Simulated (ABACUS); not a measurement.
## How a calculation on Se (R-3, 6 atoms in the cell; from Materials Project mp-147, lattice scaled a little) responds to its settings

```xyz
6
Lattice="5.6904 3.2853 1.6232 -5.6904 3.2853 1.6232 0.0000 -6.5707 1.6232" Properties=species:S:1:pos:R:3 pbc="T T T"
Se     0.7012     4.5653     2.7071
Se    -0.7012    -4.5653     2.1624
Se    -4.3043    -1.6754     2.7071
Se     4.3043     1.6754     2.1624
Se     3.6030    -2.8899     2.7071
Se    -3.6030     2.8899     2.1624
```

Base run A: PBEsol, PseudoDojo 0.4 standard norm-conserving PBEsol (tails mended) pseudopotentials (ABACUS), self-consistent single point.

Its settings: KPT = MP 3 3 3 0 0 0; basis_type = pw; ecutwfc = 86 Ry; smearing_method = fixed; potentials = PseudoDojo 0.4 standard norm-conserving PBEsol (tails mended); symmetry = 1; ks_solver = cg; scf_nmax = 100; scf_thr = 1.0e-09 Ry; mixing_type = broyden; mixing_beta = 0.7.

The structure comes from a collection of computed structures, made at another level of theory; the collection holds predicted forms beside known ones. Its lattice was then scaled.

ΔF is the free energy per atom less that of run A. 

A variant of run A gave: the free energy rises by 31.2 meV/atom, the pressure goes from -1.60 to -3.78 GPa and the largest force goes from 0.111 to 0.607 eV/Å.

Task: Name the change that produced these shifts.
A) volume scaled by 1.01
B) volume scaled by 1.02
C) volume scaled by 1.04
D) volume scaled by 1.06

Result: D, volume scaled by 1.06. That run gave: ΔF (meV/atom) 31.2; pressure (GPa) -3.78; largest force (eV/Å) 0.607.

The base and the other variants:

| change | ΔF (meV/atom) | pressure (GPa) | largest force (eV/Å) |
|---|---|---|---|
| base | 0.00 | -1.60 | 0.111 |
| volume scaled by 0.94 | -1.68 | 1.46 | 0.718 |
| volume scaled by 0.96 | -5.0 | 0.32 | 0.463 |
| volume scaled by 0.98 | -4.3 | -0.69 | 0.235 |
| volume scaled by 0.99 | -2.6 | -1.16 | 0.145 |
| volume scaled by 1.01 | 3.4 | -2.02 | 0.164 |
| volume scaled by 1.02 | 7.6 | -2.41 | 0.250 |
| volume scaled by 1.04 | 18.1 | -3.13 | 0.432 |

“Tails mended”: in these copies of the files the far tail of each local potential was reset to the Coulomb form.
